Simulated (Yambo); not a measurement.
YSF (space group P6_3/mmc, No. 194), G0W0@PBEsol in Yambo with this input:

```
rim_cut
gw0
dyson
el_el_corr
HF_and_locXC
ppa
em1d
RandQpts= 1000000
RandGvec= 1 Ry
EXXRLvcs= 84 Ry
VXCRLvcs= 336 Ry
Chimod= "HARTREE"
% BndsRnXp
 5 | 346 |
%
NGsBlkXp= 7 Ry
% LongDrXp
 1.0 | 1.0 | 1.0 |
%
PPAPntXp= 27.2114 eV
% GbndRnge
 1 | 346 |
%
GTermKind= "BG"
DysSolver= "n"
ExtendOut
```

On a 3×3×1 mesh, with wavefunctions cut at 84 Ry, the gap (Γ → (0, 0.333, 0)) is 4.502 eV and the valence edge shifts by -0.996 eV.

Problem. What happens with this change: 2 Ry block?

Solution. The gap falls by 0.290 eV, to 4.212 eV; the shift of the valence edge becomes -0.590 eV. Neither run is shown to be the converged limit. The mesh misses a band edge: along a dense path the PBEsol gap is 2.44 eV against 2.65 eV on the mesh.

Geometry of the Materials Project entry, not relaxed at this level; primitive cell a = 4.032 Å, b = 4.032 Å, c = 16.720 Å, α = 90.00°, β = 90.00°, γ = 120.00°.

A shift is the quasiparticle energy of the state minus its PBEsol energy.
